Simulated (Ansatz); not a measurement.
Ba2CuHgO4:
```cif
data_Ba2CuHgO4
_chemical_formula_sum 'Ba2 Cu1 Hg1 O4'
_space_group_name_H-M_alt 'P 1'
_space_group_IT_number 1
_cell_length_a 3.85235
_cell_length_b 3.85235
_cell_length_c 9.55198
_cell_angle_alpha 90.000
_cell_angle_beta 90.000
_cell_angle_gamma 90.000
loop_
_space_group_symop_operation_xyz
  'x, y, z'
loop_
_atom_site_label
_atom_site_type_symbol
_atom_site_fract_x
_atom_site_fract_y
_atom_site_fract_z
_atom_site_occupancy
Ba1 Ba 0.50000 0.50000 0.69658 1
Ba2 Ba 0.50000 0.50000 0.30342 1
Cu1 Cu 0.00000 0.00000 0.50000 1
Hg1 Hg 0.00000 0.00000 0.00000 1
O1 O 0.00000 0.00000 0.79354 1
O2 O 0.00000 0.00000 0.20646 1
O3 O 0.00000 0.50000 0.50000 1
O4 O 0.50000 0.00000 0.50000 1
```

This is the PBEsol-relaxed structure.

**Question.** All from DFT-PBEsol in the program Ansatz with PAW potentials, unless another level is named. Estimate the electronic character.

**Answer.** metallic (no gap).

**Question.** What about the formation energy from the elements (no fitted shifts)?

**Answer.** -1.67 eV/atom.

**Question.** Give the gap with spin–orbit coupling.

**Answer.** none (metallic).

Space group P4/mmm. The workflow started from a Materials Project entry (that database holds measured and hypothetical structures alike); the Crystallography Open Database copy checked does not list it. Whether it is the stable phase at ambient conditions was not checked. The cell was relaxed with PBEsol under the symmetry of its start; of distortions, only those at the zone centre were tested. The run is not spin-polarised. No Hubbard U is applied. Without spin polarisation and U, an open-shell compound can come out a false metal. The references are the lowest solids computed at this level, not always the standard phases (solids in place of the gases). Spin–orbit coupling is left out wherever it is not named.

Potentials: the later of the program's two PAW sets.
